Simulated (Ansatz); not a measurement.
Relaxed GaN (wurtzite):

```xyz
8
Lattice="6.4368 0.0000 0.0000 -1.6092 2.7872 0.0000 0.0000 0.0000 5.2432" Properties=species:S:1:pos:R:3 pbc="T T T"
Ga     1.6092     0.9291     0.0051
Ga     4.8276     0.9291     0.0051
Ga     0.0000     1.8581     2.6267
Ga     3.2184     1.8581     2.6267
N      1.6092     0.9291     3.2730
N      4.8276     0.9291     3.2730
N      0.0000     1.8581     0.6514
N      3.2184     1.8581     0.6514
```

A phonon eigenvector at M = (0.5, 0.0, 0.0) is frozen into this cell: atom i moves by Q times the vector below, so Q is the largest atomic displacement, in Å. The cell is held. (q is in reciprocal vectors of the primitive cell; the cell shown is doubled to hold the pattern.)

```csv
atom,x,y,z
Ga1,-0.049,-0.028,-0.059
Ga2,0.049,0.028,0.059
Ga3,0.049,0.028,-0.059
Ga4,-0.049,-0.028,0.059
N5,0.859,0.496,0.129
N6,-0.859,-0.496,-0.129
N7,-0.859,-0.496,0.129
N8,0.859,0.496,-0.129
```

All values below come from PBE (plane waves to 420 eV, PAW, scalar-relativistic; Ansatz, a first-principles code). k mesh 6×12×6 (Γ-centred), Fermi-Dirac smearing 0.05 eV. The energy includes the smearing's −TS. GaN was relaxed with its symmetry unable to fall. The zero of ΔE is the undisplaced structure.

```
Q (Å)   ΔE (meV/cell)
------  -------------
-0.100            437
-0.067            194
-0.033             48
0.000               0
0.033              48
0.067             194
0.100             437
```

Problem. Which DFPT wavenumber at M = (0.5, 0.0, 0.0) belongs to this mode?
(A) 134 cm⁻¹
(B) 294 cm⁻¹
(C) 542 cm⁻¹
(D) 639 cm⁻¹

Solution. D, 639 cm⁻¹. The curvature of the scan gives 639 cm⁻¹

(For displaced atoms, the force is minus the slope of the energy, and its curvature is a force constant, which sets phonon frequencies.)
